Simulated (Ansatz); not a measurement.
The start is a relaxed Cd cell displaced along its unstable phonon at q = (½, 0, 0) of its primitive reciprocal cell (21i cm⁻¹), largest move 0.15 Å. The cell and all atomic positions are relaxed at zero pressure with r2SCAN (plane waves to 500 eV, PAW, scalar-relativistic; Ansatz, a first-principles code). The first steps use a coarse 6×11×11 k-mesh.

Initial structure:
```
CELL_PARAMETERS angstrom
      5.88996     0.00000     0.00000
      0.00000     2.94498     0.00000
      0.00000     0.00000     2.94498
ATOMIC_POSITIONS crystal
  Cd 0.00000 0.00000 0.94907
  Cd 0.50000 0.00000 0.05093
```

Problem. Which atoms feel the largest initial force, and how large is it?

Solution. 0.03 eV/Å, on Cd1, Cd2 (atoms numbered as listed).

Problem. How much energy is released per atom?

Solution. 0.07 eV/atom.

Problem. Is the parent structure recovered?

Solution. It does not go back: it reaches P6/mmm (No. 191), AFLOW prototype A_hP1_191_a (A_f, as in Sn), 0.07 eV/atom below the parent.

Problem. How do the shortest distances between atoms change?

Solution. The closest pairs of elements (up to four, under 3.6 Å), start → end: Cd–Cd 2.94 → 2.96 Å.

Problem. What band gap does the relaxed structure have at this level?

Solution. Zero (metallic).

Final values are on a 18×18×15 k-mesh of the relaxed cell. No spin polarisation in the result.

The run could not lose the symmetry of its start, so the end can be a saddle point.

The relaxed structure here is a generated cell of Cd: the first start was made by placing the elements on the sites of a structure type, and the end was not matched to a known phase here, so it may be hypothetical. Known forms of Cd include space group No. 194.
